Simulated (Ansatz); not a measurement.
Consider the following.

TiSi:
```yaml
crystal:
  lattice:
    - [1.78802, -2.04648, 0.00000]
    - [1.78802, 2.04648, 0.00000]
    - [0.00000, 0.00000, 3.76217]
  atoms:
    - { symbol: Ti, position: [0.50000, 0.50000, 0.00000] }
    - { symbol: Si, position: [0.00000, 0.00000, 0.50000] }
```

This is the LDA-relaxed structure. Cartesian axes are those of the cell as given.

### Question
All from plane-wave PAW LDA (Ansatz code), unless another level is named. Estimate the Hill bulk and shear moduli.

### Answer
151 and 62.0 GPa.

### Question
Predict the elastic constants (relaxed ions, GPa).

### Answer
C11 = 231, C22 = 169, C33 = 280, C12 = 118, C13 = 131, C23 = 111, C44 = 19.5, C55 = 169, C66 = 93.9.

Space group Cmmm. The workflow started from a Materials Project entry (that database holds measured and hypothetical structures alike); the Crystallography Open Database copy checked does not list it. COD files the formula under space group No. 25. Its standing as an ambient phase is unchecked. The LDA relaxation kept the symmetry of its start; whether a distortion lowers the energy is not shown. The run is not spin-polarised. As this level gives no gap, shear constants depend on the k-mesh and smearing (Fermi–Dirac, 0.1 eV here).

Potentials: the earlier of the program's two PAW sets. The files were generated under PBE; for other functionals the program regenerates the frozen cores, and for LDA and PBEsol the local potential too.
